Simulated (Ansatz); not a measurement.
GeSe:
```
GeSe
1.0
   10.63031     0.00000     0.00000
    0.00000     3.83294     0.00000
    0.00000     0.00000     4.20004
Ge Se
4 4
Cartesian
  1.26999   0.95823   0.44265
  4.04516   2.87470   2.54267
  9.36031   2.87470   3.75739
  6.58515   0.95823   1.65737
  9.10377   0.95823   2.06598
  6.84169   2.87470   4.16600
  1.52653   2.87470   2.13406
  3.78862   0.95823   0.03404
```

Relaxed with LDA. Independent-particle spectrum: no excitons, no local fields, no scissors shift; 0.1 eV broadening; ε₁ of the summed bands alone.

Question: Tabulate the dielectric function from LDA in the plane-wave PAW code Ansatz.

Answer: 

| E (eV) | ε₁ xx | ε₂ xx | ε₁ yy | ε₂ yy | ε₁ zz | ε₂ zz |
|---|---|---|---|---|---|---|
| 0.0 | 22.63 | 0.00 | 25.72 | 0.00 | 23.25 | 0.00 |
| 0.3 | 23.08 | 0.00 | 26.19 | 0.00 | 23.71 | 0.00 |
| 0.6 | 24.75 | 0.05 | 27.84 | 0.02 | 25.61 | 0.24 |
| 0.9 | 29.20 | 2.14 | 31.32 | 0.69 | 28.17 | 1.47 |
| 1.2 | 31.75 | 7.13 | 39.00 | 4.13 | 33.09 | 8.90 |
| 1.5 | 29.64 | 16.48 | 42.46 | 16.65 | 28.14 | 14.62 |
| 1.8 | 26.45 | 23.14 | 38.50 | 31.43 | 27.80 | 16.98 |
| 2.1 | 16.17 | 22.00 | 22.14 | 43.36 | 26.50 | 21.72 |
| 2.4 | 14.85 | 21.81 | 8.89 | 38.45 | 26.29 | 29.15 |
| 2.7 | 14.66 | 23.12 | 0.59 | 31.39 | 13.31 | 38.23 |
| 3.0 | 6.70 | 26.98 | -1.19 | 28.26 | 2.08 | 32.41 |
| 3.3 | 3.87 | 21.82 | -4.04 | 24.41 | -1.46 | 30.28 |
| 3.6 | 4.13 | 22.94 | -5.96 | 21.57 | -7.17 | 24.86 |
| 3.9 | -4.02 | 23.85 | -7.44 | 18.08 | -9.07 | 18.55 |
| 4.2 | -4.22 | 17.42 | -8.24 | 14.61 | -8.37 | 14.48 |
| 4.5 | -6.62 | 17.06 | -8.03 | 11.63 | -8.11 | 12.52 |
| 4.8 | -6.62 | 12.77 | -7.13 | 9.10 | -7.83 | 9.53 |
| 5.1 | -7.13 | 10.75 | -5.92 | 8.04 | -6.67 | 7.71 |
| 5.4 | -5.49 | 9.87 | -4.86 | 7.62 | -5.26 | 7.08 |
| 5.7 | -7.46 | 8.89 | -4.81 | 7.07 | -5.58 | 6.84 |
| 6.0 | -7.14 | 6.54 | -5.98 | 6.44 | -5.16 | 5.10 |
| 6.3 | -6.21 | 4.61 | -5.23 | 4.95 | -4.45 | 4.52 |
| 6.6 | -5.20 | 3.68 | -4.54 | 4.31 | -3.71 | 4.03 |
| 6.9 | -3.80 | 3.02 | -4.13 | 3.58 | -3.36 | 3.74 |
| 7.2 | -3.19 | 3.41 | -3.23 | 3.25 | -2.99 | 3.54 |
| 7.5 | -2.95 | 3.28 | -2.54 | 3.60 | -2.73 | 3.24 |
| 7.8 | -2.80 | 3.09 | -3.14 | 3.45 | -2.33 | 2.98 |
| 8.1 | -2.54 | 2.72 | -2.77 | 2.88 | -2.02 | 2.79 |
| 8.4 | -2.12 | 2.63 | -2.49 | 2.91 | -1.58 | 3.34 |
| 8.7 | -1.54 | 2.56 | -2.32 | 2.65 | -2.04 | 3.40 |
| 9.0 | -1.81 | 3.14 | -2.21 | 2.80 | -2.25 | 2.91 |
| 9.3 | -2.20 | 2.92 | -2.45 | 2.54 | -2.15 | 2.78 |
| 9.6 | -1.92 | 2.48 | -2.23 | 2.26 | -2.24 | 2.55 |
| 9.9 | -1.91 | 2.68 | -2.21 | 1.98 | -2.16 | 2.00 |
| 10.2 | -2.27 | 2.56 | -2.07 | 1.81 | -1.78 | 1.88 |
| 10.5 | -2.49 | 2.03 | -1.95 | 1.71 | -1.68 | 1.90 |
| 10.8 | -2.28 | 1.55 | -1.98 | 1.54 | -1.70 | 1.89 |
| 11.1 | -1.94 | 1.32 | -1.85 | 1.32 | -1.71 | 1.61 |
| 11.4 | -1.74 | 1.27 | -1.71 | 1.16 | -1.59 | 1.52 |
| 11.7 | -1.67 | 1.18 | -1.55 | 1.01 | -1.61 | 1.42 |
| 12.0 | -1.58 | 0.99 | -1.41 | 0.92 | -1.58 | 1.19 |

Question: From ε at 2.6 eV (xx: 14.44 + 21.78i), find n, k, the normal reflectivity and the absorption coefficient.

Answer: n = 4.50, k = 2.418, R = 50 %, α = 2kE/ħc = 640000 cm⁻¹.

With all bands, ε∞ without local fields is 22.7 (xx), 25.8 (yy), 23.3 (zz).

Space group Pnma. Symmetry was held in the LDA relaxation. A crystal of weakly bound layers computed without a dispersion correction: the cell and the soft elastic constants depend strongly on that. Scalar-relativistic: spin–orbit coupling is off unless named, which matters more the heavier the elements.

Potentials: the later of the program's two PAW sets.
